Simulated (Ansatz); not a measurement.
# SiC (P6_3mc) at 2 levels of theory

One geometry, relaxed with PBE; plane waves with PAW potentials in Ansatz, scalar-relativistic. No spin polarisation. Gaps are the least over mesh and band path; pressure is positive in compression.

```cif
data_structure
_symmetry_space_group_name_H-M 'P 1'
_symmetry_Int_Tables_number 1
_cell_length_a 3.0947
_cell_length_b 3.0947
_cell_length_c 15.1881
_cell_angle_alpha 90.000
_cell_angle_beta 90.000
_cell_angle_gamma 120.000
_cell_volume 125.97
loop_
_atom_site_label
_atom_site_type_symbol
_atom_site_fract_x
_atom_site_fract_y
_atom_site_fract_z
_atom_site_occupancy
Si1 Si 0.33333 0.66667 0.14229 1
Si2 Si 0.66667 0.33333 0.64229 1
Si3 Si 0.00000 0.00000 0.47552 1
Si4 Si 0.00000 0.00000 0.97552 1
Si5 Si 0.66667 0.33333 0.30877 1
Si6 Si 0.33333 0.66667 0.80877 1
C1 C 0.00000 0.00000 0.35016 1
C2 C 0.00000 0.00000 0.85016 1
C3 C 0.33333 0.66667 0.01732 1
C4 C 0.66667 0.33333 0.51732 1
C5 C 0.66667 0.33333 0.18381 1
C6 C 0.33333 0.66667 0.68381 1
```

| level | cutoff (eV) | k mesh | gap (eV) | pressure (GPa) |
| --- | --- | --- | --- | --- |
| PBE | 420 | 12×12×2 | 2.02 | 0.0 |

Question: What comes out on the same cell with r2SCAN?

Answer:
| level | cutoff (eV) | k mesh | gap (eV) | pressure (GPa) |
| --- | --- | --- | --- | --- |
| r2SCAN | 500 | 12×12×2 | 2.38 | -3.5 |

It was relaxed from a measured cell (COD).
